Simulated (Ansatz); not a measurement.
One crystal and one scan (scan of one atom of the cell) at two levels, PBE (plane waves to 420 eV, PAW, scalar-relativistic; Ansatz, a quantum-chemistry and plane-wave program) and r2SCAN (plane waves to 500 eV, PAW, scalar-relativistic; Ansatz), each from its own relaxed cell and on its own mesh. The cell shown is that of PBE.

BaTiO₃ (tetragonal-perovskite type, space group P4mm)

```yaml
crystal:
  lattice:
    - [3.98510, 0.00000, 0.00000]
    - [0.00000, 3.98510, 0.00000]
    - [0.00000, 0.00000, 4.20426]
  atoms:
    - { symbol: Ti, position: [0.50000, 0.50000, 0.45787] }
    - { symbol: Ba, position: [0.00000, 0.00000, 0.94066] }
    - { symbol: O, position: [0.50000, 0.50000, 0.88874] }
    - { symbol: O, position: [0.50000, 0.00000, 0.40937] }
    - { symbol: O, position: [0.00000, 0.50000, 0.40937] }
```

Scan: atom 5 (O, nearest neighbour Ti at 2.003 Å; its periodic images, 4.0 Å or more away, move with it) is displaced along Cartesian [111], direction (0.577, 0.577, 0.577) in Cartesian axes, by s. The other atoms stay.

E stands for the smeared free energy. BaTiO3 is run without spin polarisation. BaTiO3 was relaxed with its symmetry unable to fall. The PAW data are Ansatz's earlier set. Percentages come from the unrounded values. Both scans cover s from -0.400 to 0.400 Å.

| quantity | PBE | r2SCAN | PBE − r2SCAN |
|---|---|---|---|
| Lattice constant a (Å) | 3.985 | 3.973 | +0.012 (+0.3 %) |
| Lattice constant c (Å) | 4.204 | 4.112 | +0.092 (+2.2 %) |
| Relaxed volume (Å³/atom) | 13.35 | 12.98 | +0.37 (+2.9 %) |
| Energy at s = 0.400 Å (meV/cell) | 485 | 537 | -52 (-9.6 %) |
| Force along the line at s = -0.400 Å (eV/Å) | 2.570 | 2.863 | -0.293 (-10 %) |
| Force constant k = d²E/ds² at s = 0 (finite differences) (eV/Å²) | 5.41 | 6.01 | -0.60 (-9.9 %) |

PBE gives the higher value for: lattice constant a; lattice constant c; relaxed volume. PBE gives the lower value for: energy at s = 0.400 Å; force along the line at s = -0.400 Å; force constant k = d²E/ds² at s = 0. Both give the same shape of the curve: a single well with its minimum at or next to zero displacement.

ΔE (meV/cell), each from the undisplaced structure of its own level:

```
s (Å)   PBE  r2SCAN
------  ---  ------
-0.400  475     529
-0.320  294     328
-0.240  161     180
-0.160   70      78
-0.080   17      19
0.000     0       0
0.080    17      19
0.160    71      79
0.240   164     181
0.320   300     332
0.400   485     537
```

(A displaced cell: forces are minus the slopes of the energy, force constants its curvatures, and phonons follow from these.)
